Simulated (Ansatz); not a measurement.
Ga$_{2}$S$_{3}$:
```cif
data_Ga4S6
_chemical_formula_sum 'Ga4 S6'
_space_group_name_H-M_alt 'P 1'
_space_group_IT_number 1
_cell_length_a 6.48740
_cell_length_b 6.48740
_cell_length_c 7.05982
_cell_angle_alpha 63.402
_cell_angle_beta 116.598
_cell_angle_gamma 120.302
loop_
_space_group_symop_operation_xyz
  'x, y, z'
loop_
_atom_site_label
_atom_site_type_symbol
_atom_site_fract_x
_atom_site_fract_y
_atom_site_fract_z
_atom_site_occupancy
Ga1 Ga 0.86327 0.26946 0.38052 1
Ga2 Ga 0.73054 0.13673 0.88052 1
Ga3 Ga 0.55348 0.64162 0.37068 1
Ga4 Ga 0.35838 0.44652 0.87068 1
S1 S 0.57298 0.25294 0.49745 1
S2 S 0.74706 0.42702 0.99745 1
S3 S 0.24007 0.58574 0.48796 1
S4 S 0.41426 0.75993 0.98796 1
S5 S 0.08818 0.09024 0.01437 1
S6 S 0.90976 0.91182 0.51437 1
```

Relaxed with r²SCAN.

Task: Which orbitals make up the states near the band edges in DFT-r²SCAN in the program Ansatz with PAW potentials?

Result: Top 1 eV of the valence band: S 3p 94 %. Bottom 1 eV of the conduction band: Ga 4s 34 %, S 3p 28 %, Ga 4p 19 %, S 3s 10 %, outside the projected shells 9 %. Projections are on Löwdin-orthogonalised atomic valence shells; empty p or d shells of many metals are not among them.

Task: Tabulate the density of states.

Result: States/eV per cell of 10 atoms, in 0.25 eV bins, energy from the valence-band maximum.

```tsv
E (eV)	total	S 3p	Ga 4p	Ga 4s
-7.85	0.00	0.00	0.00	0.00
-7.60	0.00	0.00	0.00	0.00
-7.35	0.05	0.03	0.00	0.02
-7.10	5.13	2.53	0.21	2.20
-6.85	5.94	2.96	0.36	2.27
-6.60	3.87	1.95	0.25	1.35
-6.35	3.49	1.77	0.23	1.14
-6.10	2.44	1.25	0.16	0.75
-5.85	2.12	1.10	0.14	0.62
-5.60	0.87	0.46	0.06	0.23
-5.35	2.26	1.21	0.16	0.56
-5.10	2.69	1.50	0.27	0.56
-4.85	2.57	1.52	0.40	0.38
-4.60	5.18	3.35	1.50	0.14
-4.35	4.09	2.67	1.10	0.14
-4.10	5.24	3.52	1.39	0.12
-3.85	3.90	2.69	0.98	0.09
-3.60	5.01	3.57	1.19	0.10
-3.35	7.34	5.39	1.61	0.12
-3.10	7.99	6.00	1.55	0.13
-2.85	7.36	5.73	1.27	0.08
-2.60	8.29	6.82	1.04	0.09
-2.35	9.29	7.85	0.98	0.09
-2.10	5.38	4.60	0.46	0.06
-1.85	8.94	7.68	0.68	0.10
-1.60	7.67	6.68	0.51	0.07
-1.35	7.47	6.67	0.41	0.05
-1.10	5.55	5.06	0.24	0.02
-0.85	5.08	4.71	0.18	0.02
-0.60	2.68	2.53	0.07	0.01
-0.35	3.36	3.17	0.10	0.01
-0.10	2.73	2.59	0.07	0.01
0.15	0.00	0.00	0.00	0.00
0.40	0.00	0.00	0.00	0.00
0.65	0.00	0.00	0.00	0.00
0.90	0.00	0.00	0.00	0.00
1.15	0.00	0.00	0.00	0.00
1.40	0.00	0.00	0.00	0.00
1.65	0.00	0.00	0.00	0.00
1.90	0.00	0.00	0.00	0.00
2.15	0.00	0.00	0.00	0.00
2.40	0.03	0.01	0.00	0.01
2.65	0.24	0.06	0.02	0.11
2.90	3.73	0.93	0.77	1.25
3.15	7.00	2.00	1.34	2.38
3.40	7.98	2.51	1.38	2.71
3.65	7.41	2.53	1.12	2.57
3.90	4.26	1.40	0.85	1.27
4.15	1.42	0.44	0.39	0.33
4.40	2.26	0.53	0.98	0.28
4.65	5.94	1.11	3.10	0.31
4.90	5.71	1.09	2.91	0.32
5.15	6.99	1.33	3.60	0.33
5.40	6.14	1.12	3.15	0.29
5.65	6.81	1.28	3.43	0.32
5.90	4.93	0.91	2.51	0.17
6.15	7.02	1.27	3.48	0.21
6.40	5.29	0.97	2.59	0.19
6.65	5.44	0.95	2.62	0.17
6.90	6.07	1.01	2.70	0.16
7.15	6.32	1.07	2.66	0.16
```

Space group Cc. The workflow started from a Materials Project entry (that database holds measured and hypothetical structures alike); the Crystallography Open Database files this formula in space group No. 9, but the cells were not matched. Whether it is the stable phase at ambient conditions was not checked. The cell was relaxed with r²SCAN under the symmetry of its start; whether a distortion lowers the energy is not shown. Spin–orbit coupling is left out wherever it is not named.

Potentials: the later of the program's two PAW sets.
